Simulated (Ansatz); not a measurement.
The relaxed structure here is a generated cell of TaGe2: the first start was made by a random draw of sites in a space group, and the end was not matched to a known phase here, so it may be hypothetical.

One stationary structure of TaGe$_{2}$. All values below come from r2SCAN (plane waves to 500 eV, PAW, scalar-relativistic; Ansatz, a program for electronic structure).

```cif
data_Ge2Ta
_chemical_formula_sum 'Ge2 Ta1'
_space_group_name_H-M_alt 'P 1'
_space_group_IT_number 1
_cell_length_a 4.85659
_cell_length_b 4.85659
_cell_length_c 4.85659
_cell_angle_alpha 139.291
_cell_angle_beta 139.291
_cell_angle_gamma 58.932
loop_
_space_group_symop_operation_xyz
  'x, y, z'
loop_
_atom_site_label
_atom_site_type_symbol
_atom_site_fract_x
_atom_site_fract_y
_atom_site_fract_z
_atom_site_occupancy
Ge1 Ge 0.33619 0.33619 0.00000 1
Ge2 Ge 0.66381 0.66381 0.00000 1
Ta1 Ta 0.00000 0.00000 0.00000 1
```

### Question
Determine the symmetry and give the standard cell with its independent sites.

### Answer
Space group I4/mmm (No. 139); a = b = 3.3785 Å, c = 8.4568 Å, α = β = γ = 90.00°

```csv
atom,site,symmetry,x,y,z
Ge,4e,4mm,0.0000,0.0000,0.3362
Ta,2a,4/mmm,0.0000,0.0000,0.0000
```

### Question
Give the shortest distances between elements (the closest pairs, up to four, under 3.6 Å).

### Answer
Ge–Ta 2.76 Å; Ge–Ge 2.77 Å; Ta–Ta 3.38 Å.

```json
{
  "volume_per_atom": "16.09 Å³",
  "band_gap": "no gap (metallic)"
}
```

No spin polarisation in the result. The relaxed primitive cell holds an odd number of electrons. A magnetic state may lie lower.

It was reached from a disturbed copy of a P4/mmm (No. 123) cell, against which it lies -1.36 eV/atom.
